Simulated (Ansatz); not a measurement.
Ansatz (a program for electronic structure) input:

Ansatz 0.2 input:
```yaml
crystal:
  lattice:
    - [3.9088489068, 0.0, 0.0]
    - [0.0, 3.9088489068, 0.0]
    - [0.0, 0.0, 5.5248578067]
  atoms:
    - { symbol: Zn, position: [0.5, 0.0, 0.7629294484] }
    - { symbol: Zn, position: [0.0, 0.5, 0.2370705516] }
    - { symbol: Se, position: [0.0, 0.0, 0.5] }
    - { symbol: S, position: [0.5, 0.5, 0.0] }
kpoints:
  mp_grid: { grid: [7, 7, 5] }
hamiltonian:
  xc: r2scan
  pseudopotentials: { kind: paw }
scf:
  occupations: { method: fixed }
checkpoint: { read: static.run }
output: { write_density: true, elf: true, volumetric_format: npy }
basis: { fft_grid_basis: typed }
```

Output (shortened):

```
Pseudopotential: Zn, paw, valence charge 12
Pseudopotential: Se, paw, valence charge 16
Pseudopotential: S, paw, valence charge 6
Functional definition: r2SCAN
Crystal: 4 atoms, lattice volume = 84.415 Å³
Basis set: ecut = 500 eV, 2157 PW (Γ), exchange–correlation on 120×120×180 points (64 copies of the dense FFT grid, shifted against one another)
Bands: 28, of which v1, the nominal top of the filled ones, is band 23 counted from 1 (22 counted from 0)
Symmetry: 8 space group operations
Space group: P-4m2 (ITA 115), of the structure as read, at distance tolerance 4.4e-5 Å
k-points: 30 of 245 (time reversal used)
Stability of the state it starts from, as read at its close in the unpolarized treatment …
iter 1 solved again at ethr=6.49e-8 eV; its pass at ethr=3.10e-3 eV (dr2=2.99e-5 eV) is discarded
SCF iter   1: F=—  HF=-13038.908699 eV  |F-HF|=—  |Δ(HF+E_count)|=         —  Δρ=5.14e-7  dr2=2.76e-10  dr2_τ=1.63e-11  ethr=6.49e-8  ⟨swp⟩=3.0  Hψ=5528  notcnv=0  defer=87
preconditioner: auto → Resta (q_TF=auto, 2.466 Å⁻¹)
SCF iter   2: F=-13038.908699 eV  HF=-13038.908699 eV  |F-HF|=5.46e-11  |Δ(HF+E_count)|=   1.84e-8  Δρ=2.36e-7  dr2=6.59e-11  dr2_τ=1.65e-11  ethr=1.00e-12  ⟨swp⟩=8.8  Hψ=4393  notcnv=0
SCF 1 converged in 2 iterations: F = -13038.908699 eV  dr2 = 6.59e-11
SCF converged after 2 iterations
Free energy (F): -13038.908699 eV
Harris-Foulkes:  -13038.908699 eV  (|F-HF|=5.46e-11)
Internal energy: -13038.908699 eV  (E = F + TS)
E sigma→0 (E₀):  -13038.908699 eV
Fermi energy:    6.151667 eV
--- Per-component energies (eV) ---
  E_band       = -400.561007
  E_kinetic    = 487.074178
  E_local      = -6596.800186  (includes V_loc(G=0)·N_el)
  E_nonlocal   = 669.467382
  E_hartree    = 2975.888556
  E_xc         = -438.013589
  E_vxc        = -307.498856  (∫ρ·V_xc dr)
  E_paw        = -6235.314177  (= ΣΔE_a)
  E_vpaw       = -619.985225  (= ΣTr[D̂ρ^β])
  E_aug_tail   = -0.000297  (compensation charges beyond the density's cutoff)
  E_vtau       = 15.404871  (kinetic-family band-sum trace: ∫τ·v_τ [+ j·A + Jᵃ·Aᵃ] dr)
  E_ewald      = -3898.970790
  E_core_change = -2.239774  (= ΣΔE_core)
  E_smearing   =  0.000000  (= −TS)
  E_closure    = 0.000000  (closes the sum)
  Σ components = -13038.908699   (vs F -13038.908699, Δ=0.00e0)
  [band-id]    e_kinetic+e_local+e_nonlocal+2·e_hartree+e_vxc+e_vpaw+e_augmentation_tail+e_vtau = -400.561023   (vs E_band -400.561007, Δ=-1.59e-5)
--- Band table (eV; the first three rows and the last of 30) ---
  k-point 0: bands = ["-41.2657", "-41.2657", "-41.2631", "-41.2543", "-41.2480", "-7.6260", "-6.4306", "-0.5418", "-0.5245", "-0.5245", "-0.4672", "-0.2010", "-0.2010", "-0.0511", "-0.0501", "0.0161", "0.1611", "1.3714", "3.7745", "3.7745", "6.0859", …
  k-point 1: bands = ["-41.2657", "-41.2657", "-41.2631", "-41.2543", "-41.2480", "-7.5291", "-6.5641", "-0.5489", "-0.5027", "-0.5027", "-0.4808", "-0.2379", "-0.2379", "-0.0630", "-0.0446", "0.0106", "0.0368", "1.8275", "3.9419", "3.9419", "5.2760", …
  k-point 2: bands = ["-41.2657", "-41.2657", "-41.2631", "-41.2543", "-41.2480", "-7.2649", "-6.8863", "-0.5617", "-0.5080", "-0.4462", "-0.4462", "-0.3182", "-0.3182", "-0.0960", "-0.0500", "-0.0319", "-0.0021", "2.8069", "4.0044", "4.3506", "4.3506", …
  k-point 29: bands = ["-41.2658", "-41.2658", "-41.2628", "-41.2536", "-41.2482", "-6.5421", "-6.3738", "-0.4048", "-0.4017", "-0.2984", "-0.2432", "-0.1355", "-0.1149", "-0.0495", "-0.0423", "0.2217", "0.2777", "1.3743", "1.4625", "2.9358", "3.2260", …
```

Cost: very roughly 11 core-seconds on shared cores.

The first step of the workflow began from a Materials Project structure, measured or hypothetical; the Crystallography Open Database copy checked does not list it. Whether it is the stable phase at ambient conditions was not checked. Symmetry was held in the r²SCAN relaxation; whether a distortion lowers the energy is not shown. Scalar-relativistic: spin–orbit coupling is off unless named, which matters more the heavier the elements.

Potentials: the later of the program's two PAW sets.

Ansatz is a plane-wave DFT program.
